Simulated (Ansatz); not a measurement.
PbF$_{2}$:
```cif
data_F2Pb
_chemical_formula_sum 'Pb1 F2'
_space_group_name_H-M_alt 'P 1'
_space_group_IT_number 1
_cell_length_a 4.18715
_cell_length_b 4.18715
_cell_length_c 4.18715
_cell_angle_alpha 60.000
_cell_angle_beta 60.000
_cell_angle_gamma 60.000
loop_
_space_group_symop_operation_xyz
  'x, y, z'
loop_
_atom_site_label
_atom_site_type_symbol
_atom_site_fract_x
_atom_site_fract_y
_atom_site_fract_z
_atom_site_occupancy
Pb1 Pb 0.00000 0.00000 0.00000 1
F1 F 0.25000 0.25000 0.25000 1
F2 F 0.75000 0.75000 0.75000 1
```

Relaxed with r²SCAN. Plane-wave PAW r²SCAN (Ansatz code) gives a gap of 4.93 eV.

### Question
What gap does HSE06 give on the same cell (Ansatz, PAW)?

### Answer
5.73 eV, 0.80 eV more. The hybrid was solved on a coarser mesh and at special points; its gap is the smallest among all of these.

| k | v1 r²SCAN | c1 r²SCAN | v1 HSE06 | c1 HSE06 |
|---|---|---|---|---|
| Γ | -2.18 | 7.31 | ___ | ___ |
| X | -0.14 | 4.93 | -0.13 | 5.73 |
| L | -0.07 | 5.37 | ___ | ___ |
| W | 0.00 | 6.58 | ___ | ___ |
| K | -0.04 | 5.83 | ___ | ___ |

### Question
Top valence (v1) and lowest conduction level (c1) in eV from each method's valence maximum (which need not be a listed point): supply the withheld HSE06 values.

### Answer

- K, v1 HSE06: -0.04
- K, c1 HSE06: 6.65
- Γ, v1 HSE06: -2.64
- Γ, c1 HSE06: 8.19
- L, v1 HSE06: -0.13
- L, c1 HSE06: 6.27
- W, v1 HSE06: 0.00
- W, c1 HSE06: 7.43

Cost on shared cores: the r²SCAN run (SCF on a 8×8×8 mesh, then bands and DOS) about 13 core-seconds (a rough figure), the HSE06 run (SCF on 6×6×6, then a few points) roughly 90 core-seconds; the tasks are unlike.

Space group Fm-3m (fluorite). The r²SCAN relaxation kept the symmetry of its start; phonons on a q-mesh show no instability. Spin–orbit coupling is left out wherever it is not named.

Potentials: the later of the program's two PAW sets.
